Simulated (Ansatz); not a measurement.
**BP with Gd replacing B: gradients before and after relaxing the atoms**

Start: a supercell of BP (zinc blende type, F-43m) built from an entry of the Crystallography Open Database (COD), with all atoms left at the host's positions.

```cif
data_GdB26P27
_symmetry_space_group_name_H-M 'F-43m'
_symmetry_Int_Tables_number 216
_cell_length_a 13.6140
_cell_length_b 13.6140
_cell_length_c 13.6140
_cell_angle_alpha 90.000
_cell_angle_beta 90.000
_cell_angle_gamma 90.000
loop_
_atom_site_label
_atom_site_type_symbol
_atom_site_symmetry_multiplicity
_atom_site_Wyckoff_symbol
_atom_site_fract_x
_atom_site_fract_y
_atom_site_fract_z
Gd Gd 4 a 0.0000 0.0000 0.0000
B2 B 48 h 0.1667 0.0000 0.1667
B5 B 16 e 0.3333 0.8333 0.1667
B9 B 16 e 0.6667 0.6667 0.3333
B15 B 24 f 0.5000 0.6667 0.5000
P28 P 16 e 0.0833 0.9167 0.0833
P29 P 24 g 0.2500 0.9167 0.2500
P33 P 48 h 0.5833 0.7500 0.4167
P41 P 16 e 0.4167 0.5833 0.4167
P54 P 4 c 0.7500 0.2500 0.7500
```

One atom of each set is listed; the run and its k-mesh use a cell of 54 atoms with edges of 9.63, 9.63, 9.63 Å.

Method: Kohn–Sham DFT in Ansatz, PBE, plane waves and PAW, scalar-relativistic, collinear spin, 420 eV cutoff, Γ-centred 3×3×3 k-points, Fermi–Dirac smearing 0.01 eV. Start moments as typed (μB): 7 on each Gd, none on the rest.

The largest force at the start is 15 eV/Å. Relaxing the ions at fixed cell moves them by 0.508 Å at most (atom 28, P) and 0.141 Å rms.

```
site  moved (Å)             first shell before   first shell after  V_zz before (10²¹ V/m²)  η before
  Gd      0.000                  4 P at 1.97 Å       4 P at 2.47 Å                     0.00         –
  B2      0.053                  4 P at 1.97 Å  4 P at 1.91–1.95 Å                     0.35      0.04
  B5      0.008                  4 P at 1.97 Å  4 P at 1.96–1.98 Å                   <0.005         –
 B15      0.002                  4 P at 1.97 Å       4 P at 1.96 Å                    0.012      0.61
 P28      0.508  1 Gd at 1.97 Å, 3 B at 1.97 Å       3 B at 1.91 Å                    -6.74      0.00
 P29      0.027                  4 B at 1.97 Å  4 B at 1.92–1.98 Å                     1.02      0.21
 P33      0.005                  4 B at 1.97 Å  4 B at 1.95–1.97 Å                     0.25      0.63
 P41      0.000                  4 B at 1.97 Å       4 B at 1.96 Å                    -0.13      0.00
```

(1) What are V_zz and η after the relaxation?

Results:

(1) 

```tsv
site	V_zz after	η after	change of V_zz
Gd	0.00	–	0.00
B2	-0.31	1.00	–
B5	-0.083	0.00	-0.08
B15	-0.037	0.32	–
P28	-9.39	0.00	-2.65
P29	-0.96	0.20	–
P33	-0.45	0.65	–
P41	-0.44	0.00	-0.31
```

The largest change of V_zz along a kept axis is on P28, from -6.74 to -9.39. In per cent, |V_zz| changes by +39 on P (all sites that start above 0.5, bar those whose gradient vanishes or changes sign or whose main axis turns by over 40°). On P29, B2, P33, B15 the largest principal value lies along another axis in the second run, so the two V_zz can't be compared directly. Other sites with |V_zz| of 0.02 or less aren't listed.

The defect repeats with the cell of 54 atoms, so it feels its images: sites between two images don't show the values beside a lone defect, and zeros or small values of η there can come from the images' arrangement.
Before: Without spin–orbit coupling the gradients at and beside Gd can be off by some per cent, at some sites by more. With a gap of 0.3 eV on this mesh, small gradients can still move by 0.1 × 10²¹ V/m² or more as the k-mesh gets denser. The cell keeps the host's lattice, where the PBE pressure is 12 GPa. The neighbours have not yet relaxed around the defect (largest force 15 eV/Å), so the values at and beside it are those of a strained start, not of the defect in a real crystal.
After: The relaxation keeps the site symmetry -43m of the start, so the impurity can't leave its site; a start off the site could end lower. With a gap of 0.7 eV on this mesh, small gradients can still move by 0.1 × 10²¹ V/m² or more as the k-mesh gets denser. The cell keeps the host's lattice, where the PBE pressure is 8 GPa.
